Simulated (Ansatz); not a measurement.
CuI:
Space group F-43m (No. 216); a = 6.079 Å, b = 6.079 Å, c = 6.079 Å, α = 90.00°, β = 90.00°, γ = 90.00°

| atom | site | symmetry | x | y | z |
|---|---|---|---|---|---|
| Cu | 4c | -43m | 0.2500 | 0.2500 | 0.2500 |
| I | 4a | -43m | 0.0000 | 0.0000 | 0.0000 |
(The calculation used a cell of 2 atoms; values per cell refer to that cell.)

Relaxed with PBE. PBE (plane waves, PAW; program Ansatz) gives a gap of 1.10 eV.

What gap does HSE06 give on the same cell (Ansatz, PAW)?

2.61 eV, 1.51 eV more. The hybrid was solved on a coarser mesh and at special points; its gap is the smallest among all of these.

```csv
k,v1 PBE,c1 PBE,v1 HSE06,c1 HSE06
Γ,0.00,1.10,0.00,2.61
X,-1.47,2.73,[?],[?]
L,-0.70,2.13,[?],[?]
W,-1.23,4.46,[?],[?]
K,-1.22,3.10,[?],[?]
```

Top valence (v1) and lowest conduction level (c1) in eV from each method's valence maximum (which need not be a listed point): supply the withheld HSE06 values.


- K, v1 HSE06: -1.56
- K, c1 HSE06: 4.43
- X, v1 HSE06: -1.91
- X, c1 HSE06: 3.92
- W, v1 HSE06: -1.67
- W, c1 HSE06: 5.91
- L, v1 HSE06: -0.82
- L, c1 HSE06: 3.62

Cost on shared cores: the PBE run (SCF on a 8×8×8 mesh, then bands and DOS) roughly 12 core-seconds, the HSE06 run (SCF on 6×6×6, then a few points) very roughly 100 core-seconds; the tasks are unlike.

The cell was relaxed with PBE under the symmetry of its start; phonons on a q-mesh show no instability. The run is not spin-polarised. Spin–orbit coupling is left out wherever it is not named.

Potentials: the later of the program's two PAW sets.
